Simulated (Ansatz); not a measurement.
# NbSnCl in Ansatz, settings compared

The input file (Ansatz 0.2.0, plane waves):

```yaml
crystal:
  lattice:
    - [7.401191, 0.0, 0.0]
    - [-3.700596, 6.409624, 0.0]
    - [0.0, 0.0, 4.109132]
  atoms:
    - { symbol: Nb, position: [0.582, 0.0, 0.5] }
    - { symbol: Nb, position: [0.418, 0.418, 0.5] }
    - { symbol: Nb, position: [0.0, 0.582, 0.5] }
    - { symbol: Cl, position: [0.252, 0.0, 0.0] }
    - { symbol: Cl, position: [0.748, 0.748, 0.0] }
    - { symbol: Cl, position: [0.0, 0.252, 0.0] }
    - { symbol: Sn, position: [0.3333, 0.6667, 0.0] }
    - { symbol: Sn, position: [0.6667, 0.3333, 0.0] }
    - { symbol: Sn, position: [0.0, 0.0, 0.5] }
  symmetry: { tolerance: 0.0003 }
kpoints:
  mp_grid: { grid: [3, 3, 5], shift: [0, 0, 0] }
magnetization:
  spin_polarized: false
scf:
  occupations: { method: methfessel_paxton, width: 0.0824 }
hamiltonian:
  pseudopotentials: { kind: paw }
  xc: pbe
basis:
  ecutwfc: 420
output:
  forces: true
  stress: true
  eigenvalues: true
  write_density: true
  write_potential: true
  elf: true
  volumetric_format: npy
```

The command:

```bash
ansatz run input.yaml --threads 1 --pin off --max-ram 2560MiB --backend cpu --events-out ev --progress --plain --runs-dir out
```

Origin of the cell: a known structure type with other elements, at an estimated volume, so it need not be a known compound.

Output of this run (shortened):

```
Warning: the atoms were moved onto the symmetric positions of the space group found under crystal.symmetry.tolerance 3.0e-4 (fractional; no operation is sought that the atoms, as they stand i […]
Pseudopotentials: kind: paw
Pseudopotential: Nb, paw, valence charge 13, recommended cutoff 420 eV (normal), Nb.paw.azcp
Pseudopotential: Cl, paw, valence charge 7, recommended cutoff 420 eV (normal), Cl.paw.azcp
Pseudopotential: Sn, paw, valence charge 14, recommended cutoff 420 eV (normal), Sn.paw.azcp
Functional definition: PBE
  exchange = pbe_x(kappa = kappa, mu = beta*pi^2/3)
  correlation = pbe_c(beta = beta)
Crystal: 9 atoms, lattice volume = 194.933 Å³
Basis set: ecut = 420 eV, 3829 PW (Γ), exchange–correlation on 100×100×60 points (8 copies of the dense FFT grid, shifted against one another)
Bands: 62, of which v1, the nominal top of the filled ones, is band 51 counted from 1 (50 counted from 0)
Symmetry: 12 space group operations
[… 8 lines left out …]
Initial density: superposition of atomic densities (neutral atoms: chi_scale 0, normalization atom), corrected by the library's trained network
Functional: x = pbe(κ = 0.804, μ = 0.219515), c = pbe(β = 0.066725)
SCF iter   1: F=—  HF=-34961.823103 eV  Δρ=9.79e-3  dr2=1.85e-1
SCF iter   2: F=—  HF=-34961.803397 eV  S|Δr|=    0.00e0  Δρ=5.62e-3  dr2=7.01e-2
SCF iter   3: F=—  HF=-34961.794073 eV  S|Δr|=    0.00e0  Δρ=8.78e-4  dr2=1.98e-3
SCF iter   4: F=—  HF=-34961.794019 eV  S|Δr|=    0.00e0  Δρ=2.64e-4  dr2=3.41e-4
SCF iter   5: F=—  HF=-34961.794008 eV  S|Δr|=    0.00e0  Δρ=8.07e-5  dr2=3.38e-5
SCF iter   6: F=—  HF=-34961.793802 eV  S|Δr|=    0.00e0  Δρ=2.15e-5  dr2=1.81e-6
SCF iter   7: F=—  HF=-34961.793802 eV  S|Δr|=    0.00e0  Δρ=7.73e-6  dr2=1.66e-7
SCF iter   8: F=-34961.793802 eV  HF=-34961.793802 eV  S|Δr|=    0.00e0  Δρ=2.32e-6  dr2=1.53e-8
SCF 1 converged in 8 iterations: F = -34961.793802 eV  dr2 = 1.53e-8
SCF converged after 8 iterations
Stability not checked: this state was not tested for a lower state beside it, because cold or Methfessel-Paxton smearing, or corrected tetrahedra, fill the levels in a way that the test cannot read (fill_not_monotonic; […]
Free energy (F): -34961.793802 eV
Harris-Foulkes:  -34961.793802 eV  (|F-HF|=3.52e-9)
Internal energy: -34961.792831 eV  (E = F + TS)
E sigma→0 (E₀):  -34961.793559 eV
Entropy (-TS):   -0.000971 eV (-0.108 meV/atom)
Fermi energy:    11.954607 eV
--- Per-component energies (eV) ---
  E_band       = -583.246056
  E_kinetic    = 2217.814996
  E_local      = -5599.900392  (includes V_loc(G=0)·N_el)
  E_nonlocal   = 356.889391
  E_hartree    = 2553.123519
  E_xc         = -1988.857115
  E_vxc        = -1284.377703  (∫ρ·V_xc dr)
  E_paw        = -23608.309668  (= ΣΔE_a)
  E_vpaw       = -1379.923173  (= ΣTr[D̂ρ^β])
  E_aug_tail   = 0.000307  (compensation charges beyond the density's cutoff)
  E_ewald      = -8892.553868
  E_smearing   = -0.000971  (= −TS)
  Σ components = -34961.793802   (vs F -34961.793802, Δ=0.00e0)
--- Forces (eV/Å), atoms counted from 1 ---
  atom   1  Nb    -0.201972    -0.000000     0.000000
  atom   2  Nb     0.100986     0.174913     0.000000
[… 2 lines left out …]
  atom   5  Cl    -0.002716    -0.004703     0.000000
  atom   6  Cl    -0.002716     0.004703     0.000000
  atom   7  Sn     0.000000     0.000000     0.000000
  atom   8  Sn     0.000000    -0.000000     0.000000
  atom   9  Sn     0.000000    -0.000000     0.000000
  max |Σ_I F_I| component: 1.04e-16 eV/Å
--- Stress (GPa, compression-positive) ---
        3.357512      -0.000000      -0.000000
       -0.000000       3.357512       0.000000
       -0.000000       0.000000      -2.780599
  P = ⅓ Tr σ = 1.3115 GPa (13.115 kbar)
```

The same input was run again with these changes:

1. `kpoints.mp_grid.grid` [3, 3, 5] → [4, 4, 6]
2. `kpoints.mp_grid.shift` [0, 0, 0] → [0.5, 0.5, 0.5]
3. `kpoints.mp_grid.grid` [3, 3, 5] → [2, 2, 4]
4. `hamiltonian.hubbard` default → { sites: [{ species: Nb, l: d, u_eff: 2.0 }], double_counting: fll }; `basis.ecutwfc` 420 → "18.4 Ry"

```json
{"run": "base", "end": "converged", "SCF iterations": "8", "P (GPa)": "1.31", "max force component (eV/Å)": "0.202", "gap on mesh (eV)": "none", "moment (μB)": "–", "ΔE(σ→0) (meV/atom)": "0"}
{"run": "1", "end": "converged", "SCF iterations": "7", "P (GPa)": "1.18", "max force component (eV/Å)": "0.242", "gap on mesh (eV)": "none", "moment (μB)": "–", "ΔE(σ→0) (meV/atom)": "-3.50"}
{"run": "2", "end": "converged", "SCF iterations": "8", "P (GPa)": "1.14", "max force component (eV/Å)": "0.329", "gap on mesh (eV)": "none", "moment (μB)": "–", "ΔE(σ→0) (meV/atom)": "-3.35"}
{"run": "3", "end": "converged", "SCF iterations": "7", "P (GPa)": "1.35", "max force component (eV/Å)": "0.109", "gap on mesh (eV)": "none", "moment (μB)": "–", "ΔE(σ→0) (meV/atom)": "13.22"}
{"run": "4", "end": "converged", "SCF iterations": "13", "P (GPa)": "2.99", "max force component (eV/Å)": "0.709", "gap on mesh (eV)": "none", "moment (μB)": "–", "ΔE(σ→0) (meV/atom)": "–"}
```

Energies are compared only where functional, datasets, charge and starting cell are the same.

Not properties of the system: run 3 (too coarse or loose: `kpoints.mp_grid.grid` = [2, 2, 4]), run 4 (too coarse or loose: `basis.ecutwfc` = "18.4 Ry").

Caveats of the base run: no moments, though an odd count or open d shells may carry them; the k mesh is coarse if the cell is a metal.

Run 2: the k mesh keeps only part of the crystal's symmetry.
Run 4: the cutoff lies below the datasets' advice.

The base run ran for 5.7 s on 1 thread of AMD EPYC 9R45 96-Core Processor (Zen 5) (shared host), peak memory 0.48 GiB, from the program's own first density.
